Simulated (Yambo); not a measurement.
**How GW settings move the gap: KCaF3**

G0W0@PBEsol for KCaF3 (cubic perovskite, space group Pm-3m, No. 221) in Yambo. Reference settings: 4×4×4 Γ-centred k mesh, 133 bands and a 7 Ry block in the screening, 133 bands in G with the Bruneval-Gonze terminator, plasmon pole fitted at 27.2 eV. The PBEsol gap R → Γ on this mesh is 6.06 eV; G0W0 gaps are taken between the same points.

```
change from the reference     G0W0 gap R → Γ (eV)  shift of the valence edge (eV)        rough Yambo cost
----------------------------  -------------------  ------------------------------  ----------------------
reference settings                           9.74                           -2.53                       1
65 bands in W                                9.87                           -2.46               about 1/2
6 Ry block                                   9.75                           -2.55  within a factor of two
87 bands in G, no terminator                 9.56                           -2.21                       –
no terminator                                9.63                           -2.34                       –
```

The reference isn't shown to be the converged limit. Costs are rough (shared machines), scaled to the same edge states, and given only for runs that recompute the screening.

The cell is held in this high symmetry; tilts and polar distortions were not searched.

Geometry of the Materials Project entry, not relaxed at this level; primitive cell a = 4.4817 Å, b = 4.4817 Å, c = 4.4817 Å, α = 90.00°, β = 90.00°, γ = 90.00°.

The structure is a Materials Project entry; no match was found in the copy of COD used, and its stability was not checked.

A shift is the quasiparticle energy of the state minus its PBEsol energy.
